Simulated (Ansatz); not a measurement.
BN:
```xyz
12
Lattice="2.4986 0.0000 0.0000 -1.2493 2.1638 0.0000 0.0000 0.0000 19.7810" Properties=species:S:1:pos:R:3 pbc="T T T"
B      0.0000     0.0000     1.6512
N      0.0000     1.4426     1.6532
B      0.0000     1.4426     4.9452
N      1.2493     0.7213     4.9470
B      1.2493     0.7213     8.2369
N      0.0000     0.0000     8.2381
B      0.0000     0.0000    11.5417
N      1.2493     0.7213    11.5437
B      1.2493     0.7213    14.8357
N      0.0000     1.4426    14.8375
B      0.0000     1.4426    18.1274
N      0.0000     0.0000    18.1286
```

x, y and z are the axes in which the lattice vectors are written.

Problem. Give the proper piezoelectric stress tensor with relaxed ions from r²SCAN+D4 in the plane-wave PAW code Ansatz.

Solution. In C/m², rows x, y, z, Voigt columns; mesh uncertainty up to 0.00.
```
 0.00   0.00   0.00   0.00  -0.01   0.00
 0.00   0.00   0.00  -0.01   0.00   0.00
-0.03  -0.03   0.08   0.00   0.00   0.00
```

The elastic tensor of the same run (GPa):

```
 922   202  -1.1   0.0   0.0   0.0
 202   922  -1.1   0.0   0.0   0.0
-1.1  -1.1  33.5   0.0   0.0   0.0
 0.0   0.0   0.0   5.7   0.0   0.0
 0.0   0.0   0.0   0.0   5.7   0.0
 0.0   0.0   0.0   0.0   0.0   360
```

Problem. Convert to strain constants d = e·S.

Solution. In pC/N:
```
 0.0   0.0   0.0   0.0  -1.7   0.0
 0.0   0.0   0.0  -1.7   0.0   0.0
 0.0   0.0   2.3   0.0   0.0   0.0
```

Space group P6_3mc. The start of the workflow was typed in or built on a structure type. Its sites differ from those of the usual phase in this space group: another stacking or structure type. The r²SCAN+D4 relaxation kept the symmetry of its start; whether a distortion lowers the energy is not shown.

Potentials: the later of the program's two PAW sets.
